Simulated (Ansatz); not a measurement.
**Notes on CaGe₂Cl₂**

```yaml
crystal:
  lattice:
    - [4.54973, 0.00000, 0.00000]
    - [0.00000, 4.54973, 0.00000]
    - [0.00000, 0.00000, 11.22719]
  atoms:
    - { symbol: Ge, position: [0.25000, 0.25000, 0.36800] }
    - { symbol: Ge, position: [0.75000, 0.75000, 0.63200] }
    - { symbol: Ca, position: [0.25000, 0.25000, 0.74900] }
    - { symbol: Ca, position: [0.75000, 0.75000, 0.25100] }
    - { symbol: Cl, position: [0.25000, 0.25000, 0.10800] }
    - { symbol: Cl, position: [0.75000, 0.75000, 0.89200] }
    - { symbol: Ge, position: [0.75000, 0.25000, 0.00000] }
    - { symbol: Ge, position: [0.25000, 0.75000, 0.00000] }
    - { symbol: Cl, position: [0.75000, 0.25000, 0.50000] }
    - { symbol: Cl, position: [0.25000, 0.75000, 0.50000] }
```

Level: PBE, no spin polarisation; 420 eV; 8×8×3 Γ-centred mesh; fermi-dirac occupations (width 0.0943 eV); Ansatz 0.2.0, fixed geometry.

(1) What is the formation energy?

(2) Is the cell too large or too small?

(3) Describe some of the short contacts.

(4) Metal or insulator?

Origin: a known structure type with other elements, at an estimated volume, so it need not be a known compound. Caveats: many states at the Fermi level without spin polarisation, so a magnetic state may lie lower; atoms or cell far from equilibrium.

## Answers

(1) 0.13 eV an atom against the elements' usual phases (free molecules for gases, crystals otherwise, with no correction for O₂ or N₂), so at this geometry it isn't bound against them. Relaxing would lower it.

(2) The pressure is 7.0 GPa (compression positive), so with the atoms held at these fractions the cell would first expand; the forces are large, so a full relaxation may end otherwise.

(3) Cl–Ge at 2.58 Å: least valence density 0.32 e/Å³ and ELF 0.28 there. Ca–Ge at 3.48 Å: least valence density 0.07 e/Å³ and ELF 0.08 there. Ca–Cl at 3.60 Å: least valence density 0.05 e/Å³ and ELF 0.04 there. These are pseudo-fields; inside the PAW spheres they differ from the all-electron ones.

(4) It is a metal, with about 8 states/eV a cell as the mean within 0.25 eV of the Fermi level, mostly Ge p (65 %) and Cl p (13 %).
